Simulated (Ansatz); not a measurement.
Space group Fm-3m (No. 225). a = 4.293 Å, b = 4.293 Å, c = 4.293 Å, α = 90.00°, β = 90.00°, γ = 90.00°
```csv
atom,site,symmetry,x,y,z
Ti,4a,m-3m,0.0000,0.0000,0.0000
C,4b,m-3m,0.5000,0.0000,0.0000
```

Equation of state of this TiC structure (not necessarily the ground state), with shape and atoms relaxed at each volume where symmetry leaves them free. It has no gap at any of these volumes. These are results of DFT PBEsol, scalar-relativistic, plane waves, PAW in Ansatz 0.2.0, not measurements.

Plane waves to 420 eV, a k mesh through Γ of 16×16×16 on the computed 2-atom cell and Gaussian smearing (0.10 eV); no spin polarisation.

```
V (Å³/atom) E − E(largest V) (meV/atom) P (GPa)
      8.705                        75.91    43.98
      9.002                         7.40    30.37
      9.299                       -37.72    18.68
      9.596                       -62.73     8.63
      9.892                       -70.48    -0.02
     10.189                       -63.34    -7.46
     10.486                       -43.42   -13.87
     10.882                         0.00   -21.05
```

Task: Fit a third-order Birch–Murnaghan equation to E(V).

Result: V0 = 9.89 Å³/atom, B0 = 267 GPa, B0' = 4.0.